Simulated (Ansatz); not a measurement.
The elements of this relaxed trial crystal are hidden behind letters.

```
lattice vectors (Å)
  -3.5016    3.5016    2.9648
   3.5016   -3.5016    2.9648
   3.5016    3.5016   -2.9648
fractional positions
X 0.1627 0.6627 0.8255
X 0.6627 0.8373 0.5000
X 0.8373 0.3373 0.1745
X 0.3373 0.1627 0.5000
Z 0.7500 0.7500 0.0000
Z 0.2500 0.2500 0.0000
```

All numbers below come from Ansatz, DFT PBE, scalar-relativistic, plane waves, PAW, and for the lanthanide a 4f-in-core norm-conserving potential. Cutoff 660 eV, Γ-centred 8×8×8 mesh (6-atom cell), Gaussian smearing of 0.10 eV, no spin polarisation.

```
Space group                              : I4/mcm (No. 140)
Conventional cell                        : a = 7.003 Å, c = 5.930 Å
Volume per atom                          : 24.23 Å³
Density                                  : 6.87 g/cm³
Energy over the elements                 : −1.34 eV/atom
Gap on the 8×8×8 mesh of the 6-atom cell : 0 eV (a metal)
```

Energies are uncorrected and count from the elements' standard states at the same level.

Task: X is a lanthanide and Z is a p-block element of period 2. Which elements are they?

Result: X = Pr, Z = F, so the formula is Pr2F. Density times volume gives a mean mass of 6.87 × 24.23/1.6605 = 100.2 u per atom, and this set has 100.3 u. Around Pr lie 4 F at 3.01 Å, 1 Pr at 3.22 Å, 2 Pr at 3.43 Å and 8 Pr at 3.71–3.74 Å; F is surrounded by 2 F at 2.96 Å and 8 Pr at 3.01 Å. Other sets within the hints have nearly the same mass, so mass alone doesn't settle it; this one was computed.

Symmetry constrained the relaxation, so the result can be a saddle point. Another cell of Pr2F relaxed alike, in Pn-3m, lies 0.35 eV/atom lower, so this cell isn't the stable form at this level.

The lanthanide is trivalent by construction, without f bands, f moments or other valences. The reference runs of the other elements, and any phases without the lanthanide, used 420 eV, which shifts energies against them by under 10 meV/atom. The lanthanide's reference is the lowest of its hcp, dhcp and fcc cells.
